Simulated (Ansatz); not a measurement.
The relaxed structure here is a generated cell of S: the first start was made by a random draw of sites in a space group, and the end was not matched to a known phase here, so it may be hypothetical.

Relaxation of a randomly generated symmetric cell of S (space group No. 166); 1 atom in the cell, which starts as R-3m, hexagonal axes (No. 166), hR1; a = b = 3.3321 Å, c = 5.4757 Å, α = β = 90.00°, γ = 120.00°. The numbers are results of r2SCAN (plane waves to 500 eV, PAW, scalar-relativistic; Ansatz, a first-principles code), not measurements. Γ-centred k-mesh 9×9×9 on the run's cell (coarser than for final values), Fermi–Dirac smearing 0.05 eV. This is the first round of the run. 

The optimiser's lines from the output (shortened; P is positive under compression):

```
relax step   1: F+E_penalty+E_count = -904.98054864 eV  Δ(F+E_penalty+E_count) = +0.000e0 eV  max|allowed force component| = 0.000e0 eV/Å  Δτ_max = 0.0000 Å  P = -4.803 GPa  Ω = 17.550 Å³  (5 SCF iters, dr2 threshold 1.00e-7 eV, accepted)
relax step   2: F+E_penalty+E_count = -905.06543171 eV  Δ(F+E_penalty+E_count) = -8.488e-2 eV  max|allowed force component| = 0.000e0 eV/Å  Δτ_max = 0.0000 Å  P = -2.688 GPa  Ω = 17.144 Å³  (5 SCF iters, dr2 threshold 1.00e-7 eV, accepted)
relax step   3: F+E_penalty+E_count = -905.11631314 eV  Δ(F+E_penalty+E_count) = -5.088e-2 eV  max|allowed force component| = 0.000e0 eV/Å  Δτ_max = 0.0000 Å  P = +0.167 GPa  Ω = 16.693 Å³  (5 SCF iters, dr2 threshold 1.00e-7 eV, accepted)
relax step   4: F+E_penalty+E_count = -905.13458934 eV  Δ(F+E_penalty+E_count) = -1.828e-2 eV  max|allowed force component| = 0.000e0 eV/Å  Δτ_max = 0.0000 Å  P = +0.619 GPa  Ω = 16.869 Å³  (5 SCF iters, dr2 threshold 1.00e-7 eV, accepted)
relax step   5: F+E_penalty+E_count = -905.14042727 eV  Δ(F+E_penalty+E_count) = -5.838e-3 eV  max|allowed force component| = 0.000e0 eV/Å  Δτ_max = 0.0000 Å  P = +0.253 GPa  Ω = 17.105 Å³  (5 SCF iters, dr2 threshold 1.00e-7 eV, accepted)
relax step   6: F+E_penalty+E_count = -905.14067895 eV  Δ(F+E_penalty+E_count) = -2.517e-4 eV  max|allowed force component| = 0.000e0 eV/Å  Δτ_max = 0.0000 Å  P = -0.124 GPa  Ω = 17.198 Å³  (4 SCF iters, dr2 threshold 1.00e-7 eV, accepted)
relax step   7: F+E_penalty+E_count = -905.14069226 eV  Δ(F+E_penalty+E_count) = -1.332e-5 eV  max|allowed force component| = 0.000e0 eV/Å  Δτ_max = 0.0000 Å  P = +0.012 GPa  Ω = 17.172 Å³  (3 SCF iters, dr2 threshold 4.35e-8 eV, accepted)
relax step   8: F+E_penalty+E_count = -905.14090862 eV  Δ(F+E_penalty+E_count) = -2.164e-4 eV  max|allowed force component| = 0.000e0 eV/Å  Δτ_max = 0.0000 Å  P = +0.014 GPa  Ω = 17.172 Å³  stress off target by 2.31e-2 GPa  SCF on the basis re-selected at this cell (its energy is not comparable with the rows above)  (5 SCF iters)
relax step   9: F+E_penalty+E_count = -905.14090895 eV  Δ(F+E_penalty+E_count) = -3.292e-7 eV  max|allowed force component| = 0.000e0 eV/Å  Δτ_max = 0.0000 Å  P = +0.000 GPa  Ω = 17.176 Å³  (3 SCF iters, dr2 threshold 1.33e-9 eV, accepted)
relax step  10: F+E_penalty+E_count = -905.14091145 eV  Δ(F+E_penalty+E_count) = -2.500e-6 eV  max|allowed force component| = 0.000e0 eV/Å  Δτ_max = 0.0000 Å  P = +0.000 GPa  Ω = 17.176 Å³  stress off target by 2.43e-3 GPa  SCF on the basis re-selected at this cell (its energy is not comparable with the rows above)  (4 SCF iters)
```

From the first to the last row the energy changes by -0.16 eV/atom and the volume by -2.1 %. The last row is marked as not comparable with the walk above it, whose basis was carried along; it does compare with step 1, since both stand on a basis selected at the nominal cutoff for their own cell.

Later rounds, restarted from the end of this one on a renewed k-mesh, logged 6 more steps and released under 0.01 eV/atom more. The final structure after all rounds: Pm-3m (No. 221), cP1, simple cubic type; a = 2.5732 Å, b = 2.5732 Å, c = 2.5732 Å, α = 90.00°, β = 90.00°, γ = 90.00°. Between re-selections the logged energies stand on a plane-wave basis carried along with the cell. No spin polarisation in the result.

The run could not lose the symmetry of its start, so the end can be a saddle point.
